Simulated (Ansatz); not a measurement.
**Cu3GeS4: reading a single point**

```xyz
8
Lattice="0.0000 5.2223 0.0000 5.2223 0.0000 0.0000 2.6112 2.6112 -5.2146" Properties=species:S:1:pos:R:3 pbc="T T T"
Cu    2.6112    2.6112    0.0000
Cu    2.6112    5.2223   -2.6073
Cu    5.2223    2.6112   -2.6073
Ge    0.0000    0.0000    0.0000
S     3.9429    3.9429   -3.8379
S     1.3317    3.8906   -1.3767
S     6.5018    6.5018   -3.8379
S     3.8906    1.3317   -1.3767
```

The numbers come from plane-wave PAW DFT (Ansatz): r2SCAN, collinear spin, 500 eV, 5×5×5 Γ-centred k points, fermi-dirac occupations (width 0.1 eV). Nothing was relaxed.

The state carries no moments; the state need not be the lowest.

- Electronic structure: It is a metal, with about 4.3 states/eV a cell as the mean within 0.25 eV of the Fermi level, mostly S p (51 %) and Cu d (44 %).
- Contacts: Cu–S at 2.22 Å: least valence density 0.59 e/Å³ and ELF 0.24 there. Ge–S at 2.33 Å: least valence density 0.60 e/Å³ and ELF 0.63 there. These are pseudo-fields; inside the PAW spheres they differ from the all-electron ones.
- Stress: The pressure is 0.7 GPa (compression positive), so with the atoms held at these fractions the cell would first expand; the forces are large, so a full relaxation may end otherwise.
- Charges: Bader charges in e: Cu +0.59, Ge +1.22, S -0.75. In the mean Ge gives up most and S takes most.
- Formation energy: -0.41 eV an atom against the elements' usual phases (free molecules for gases, crystals otherwise, with no correction for O₂ or N₂), so it is bound against them; other compounds may still compete. Relaxing would lower it.
- Forces: The largest is on S5 (and as large on other atoms): 1.03 eV/Å, components (-0.37, -0.37, -0.89). It makes 118° with the line to a nearest neighbour, Cu2 at 2.22 Å.

Origin: a known structure type with other elements, at an estimated volume, so it need not be a known compound. Caveats: the input typed no starting moments.
